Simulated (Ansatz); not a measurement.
## BiP (WC-type structure)

Level of theory: DFT, PBEsol, scalar-relativistic, no spin polarisation; plane waves to 420 eV with PAW datasets (Ansatz 0.2.0), 10×10×8 k-mesh, Gaussian smearing of 0.05 eV; PAW files: Ansatz's generated set soft_2.

```xyz
2
Lattice="3.8504 0.0000 0.0000 -1.9252 3.3345 0.0000 0.0000 0.0000 3.7439" Properties=species:S:1:pos:R:3 pbc="T T T"
Bi    0.0000    0.0000    0.0000
P     1.9252    1.1115    1.8720
```

The start was a prototype's sites filled with these elements, not a measured cell.

The cell above was scaled in volume, and shape and atoms were relaxed at each volume within its symmetry. Energies are counted from the cell above.

| V (Å³/atom) | ΔE (meV/atom) | P (GPa) |
| --- | --- | --- |
| 23.07 | 8.7 | 3.1 |
| 23.55 | 1.9 | 1.4 |
| 24.03 | 0.0 | 0.0 |
| 24.51 | 2.0 | -1.2 |
| 25.00 | ? | ? |

Fill in the withheld row.

ΔE (meV/atom): 7.3, P (GPa): -2.3.

Can a bulk modulus be trusted from these points?

No. The energies are smooth (scatter 0.00 meV/atom), but the fit's B0′ of 9.0 is out of the usual range: the curve is too flat or too lopsided over this range, or mesh noise enters, and a third-order form can't fix it.

Spin–orbit coupling, which matters for such heavy elements, is left out. A displaced or strained copy of the relaxed cell lay 4.9 meV/atom lower, so the structure isn't a true minimum at this level, unless the mesh, which matters in a metal, makes it so.
